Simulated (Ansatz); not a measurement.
P₂W:
```cif
data_P8W4
_chemical_formula_sum 'P8 W4'
_space_group_name_H-M_alt 'C2/m'
_space_group_IT_number 12
_space_group_name_Hall '-C 2y'
_cell_length_a 8.48473
_cell_length_b 3.19134
_cell_length_c 7.47324
_cell_angle_alpha 90.000
_cell_angle_beta 119.272
_cell_angle_gamma 90.000
loop_
_atom_site_label
_atom_site_type_symbol
_atom_site_symmetry_multiplicity
_atom_site_Wyckoff_symbol
_atom_site_fract_x
_atom_site_fract_y
_atom_site_fract_z
_atom_site_occupancy
P1 P 4 i 0.13849 0.00000 0.02523 1
P2 P 4 i 0.39998 0.00000 0.59911 1
W1 W 4 i 0.15804 0.00000 0.70662 1
```
(The calculation used a cell of 6 atoms; values per cell refer to that cell.)

Relaxed at zero pressure with r²SCAN in the plane-wave PAW code Ansatz.

Task: The volume is lowered by 9 % and shape and atoms relax at that volume. What pressure results, and how do the axes share the change?

Result: 22.7 GPa; a -2.7 %, b -4.2 %, c -2.2 %; the energy rises by 86 meV/atom.

Task: Give the new structure.

Result: 
Space group C2/m (No. 12); a = 8.2548 Å, b = 3.0569 Å, c = 7.3059 Å, α = 90.00°, β = 119.39°, γ = 90.00°

```csv
atom,site,symmetry,x,y,z
P,4i,m,0.1368,0.0000,0.0226
P,4i,m,0.3966,0.0000,0.5993
W,4i,m,0.1585,0.0000,0.7067
```

The phase is kept; no other phase was compared at this pressure.

The first step of the workflow began from a Materials Project structure, measured or hypothetical; the Crystallography Open Database files this formula in space group No. 12, but the cells were not matched. Whether it is the stable phase at ambient conditions was not checked. Symmetry was held in the r²SCAN relaxation; whether a distortion lowers the energy is not shown. No spin polarisation was allowed. Spin–orbit coupling is left out wherever it is not named.

Potentials: the earlier of the program's two PAW sets.
